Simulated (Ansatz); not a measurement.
# Calculated S-33 NMR of the central transition for K3NaS2O8

Cell: a Materials Project structure (computed, not necessarily an observed phase) whose atoms were relaxed with PBE, the cell held.

Space group P-3m1 (No. 164); a = 5.7654, c = 7.4123 Å, γ = 120.00°.

```
site  Wyckoff  site symmetry       x       y       z
  K1       2d            3m.  0.3333  0.6667  0.1795
  K2       1b           -3m.  0.0000  0.0000  0.5000
  Na       1a           -3m.  0.0000  0.0000  0.0000
   S       2d            3m.  0.6667  0.3333  0.2669
  O7       6i            .m.  0.1920  0.8080  0.8043
 O13       2d            3m.  0.6667  0.3333  0.4661
```

One atom of each set is listed.

Method: Kohn–Sham DFT in Ansatz, PBE, plane waves and PAW, scalar-relativistic, 420 eV cutoff, Γ-centred 5×5×3 k-points, Fermi–Dirac smearing 0.02 eV.

S-33 has I = 3/2 and Q = -69.40 mb (Pyykkö 2018); at 18.8 T its Larmor frequency is ν₀ = 61.5 MHz. Only the quadrupole interaction is simulated: positions count from each site's isotropic chemical shift, and J coupling is left out, as are shift anisotropy and dipolar coupling, which fast spinning averages.

Simulated pattern of one S site (fast magic-angle spinning, Gaussian broadening 0.2 kHz):

```csv
offset (kHz),height
-5.377,0
-5.219,1
-5.061,4
-4.902,5
-4.744,5
-4.585,5
-4.427,5
-4.269,5
-4.110,6
-3.952,6
-3.794,6
-3.635,6
-3.477,8
-3.319,36
-3.160,79
-3.002,59
-2.844,46
-2.685,41
-2.527,38
-2.369,37
-2.210,36
-2.052,36
-1.894,37
-1.735,38
-1.577,40
-1.419,43
-1.260,47
-1.102,56
-0.944,79
-0.785,100
-0.627,29
-0.469,1
```

Task: Which |C_Q| and η does the pattern imply?

Result: The pattern spans 4.43 kHz before broadening and its centre of gravity is at -2.07 kHz, which fixes P_Q; the places of the horns and steps fix η. That gives P_Q = 2.26 MHz, |C_Q| = 2.26 MHz and η = 0.00. The sign of C_Q can't be read from the pattern.

An axis of threefold or higher order runs through S, so V_zz lies along it and η is zero.

The relaxation (4 steps) took 31 s of wall time (31 s of CPU time) and 0.56 GiB at its peak, on 1 thread of Intel Xeon 6975P-C (Granite Rapids) (x86_64; 48 cores open to the job, memory cap 2.5 GiB, no GPU), a shared host with a load of 0.7 a core.
